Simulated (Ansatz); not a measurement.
KMgH3 (cubic perovskite, space group No. 221) under volume change, r²SCAN (plane waves, PAW; program Ansatz), scaled uniformly.

| V (Å³/atom) | E − E(relaxed) (meV/atom) | P (GPa) |
|---|---|---|
| 11.579 | 13.9 | 4.19 |
| 11.960 | 5.9 | 2.59 |
| 12.342 | 1.4 | 1.20 |
| 12.724 | 0.0 | -0.01 |
| 13.106 | 1.3 | -1.06 |
| 13.487 | 4.9 | -1.97 |
| 13.869 | 10.6 | -2.77 |

Problem. What does a third-order Birch–Murnaghan fit give for V₀, B₀ and B′?

Solution. V₀ = 12.72 Å³/atom, B₀ = 37.5 GPa, B′ = 3.7.

Space group Pm-3m (cubic perovskite). The workflow started from a Materials Project entry (that database holds measured and hypothetical structures alike); the Crystallography Open Database files this formula in space group No. 221, but the cells were not matched. Whether it is the stable phase at ambient conditions was not checked. Symmetry was held in the r²SCAN relaxation; whether a distortion lowers the energy is not shown.

Potentials: the later of the program's two PAW sets.
